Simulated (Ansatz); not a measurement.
Relaxation of a randomly generated symmetric cell of La2O3 (space group No. 221); 5 atoms in the cell, which starts as Pm-3m (No. 221), cP5; a = 4.4972 Å, b = 4.4972 Å, c = 4.4972 Å, α = 90.00°, β = 90.00°, γ = 90.00°. The numbers are results of r2SCAN (plane waves to 500 eV, PAW, scalar-relativistic; Ansatz, an electronic-structure program), not measurements. Γ-centred k-mesh 5×5×5 on the run's cell (coarser than for final values), Fermi–Dirac smearing 0.05 eV. This is the first round of the run. 

The optimiser's lines from the output (shortened; P is positive under compression):

```
relax step   1: F+E_penalty+E_count = -14241.40527140 eV  Δ(F+E_penalty+E_count) = +0.000e0 eV  max|allowed force component| = 3.829e-29 eV/Å  Δτ_max = 0.0000 Å  P = +4.924 GPa  Ω = 90.955 Å³  (9 SCF iters, dr2 threshold 1.00e-7 eV, accepted)
relax step   2: F+E_penalty+E_count = -14241.41384447 eV  Δ(F+E_penalty+E_count) = -8.573e-3 eV  max|allowed force component| = 7.520e-30 eV/Å  Δτ_max = 0.0000 Å  P = -3.855 GPa  Ω = 98.479 Å³  (7 SCF iters, dr2 threshold 5.00e-7 eV, accepted)
relax step   3: F+E_penalty+E_count = -14241.46059618 eV  Δ(F+E_penalty+E_count) = -4.675e-2 eV  max|allowed force component| = 2.584e-30 eV/Å  Δτ_max = 0.0000 Å  P = -0.267 GPa  Ω = 95.027 Å³  (7 SCF iters, dr2 threshold 5.00e-7 eV, accepted)
relax step   4: F+E_penalty+E_count = -14241.46087401 eV  Δ(F+E_penalty+E_count) = -2.778e-4 eV  max|allowed force component| = 2.536e-30 eV/Å  Δτ_max = 0.0000 Å  P = +0.016 GPa  Ω = 94.780 Å³  (5 SCF iters, dr2 threshold 1.78e-7 eV, accepted)
relax step   5: F+E_penalty+E_count = -14241.46216567 eV  Δ(F+E_penalty+E_count) = -1.292e-3 eV  max|allowed force component| = 2.948e-30 eV/Å  Δτ_max = 0.0000 Å  P = +0.005 GPa  Ω = 94.780 Å³  stress off target by 5.07e-3 GPa  SCF on the basis re-selected at this cell (its energy is not comparable with the rows above)  (8 SCF iters)
```

From the first to the last row the energy changes by -0.01 eV/atom and the volume by +4.2 %. The last row is marked as not comparable with the walk above it, whose basis was carried along; it does compare with step 1, since both stand on a basis selected at the nominal cutoff for their own cell.

Later rounds, restarted from the end of this one on a renewed k-mesh, logged 2 more steps and released under 0.01 eV/atom more. The final structure after all rounds: Pm-3m (No. 221), cP5; a = b = c = 4.559 Å, α = β = γ = 90.00°. Between re-selections the logged energies stand on a plane-wave basis carried along with the cell. No spin polarisation in the result.

The run could not lower the symmetry of its start; a shaken copy of this end point relaxes with r2SCAN to P2₁ (No. 4), 0.792 eV/atom lower.

The relaxed structure here is a generated cell of La2O3: the first start was made by a random draw of sites in a space group, and the end was not matched to a known phase here, so it may be hypothetical. Known forms of La2O3 include space group No. 164.
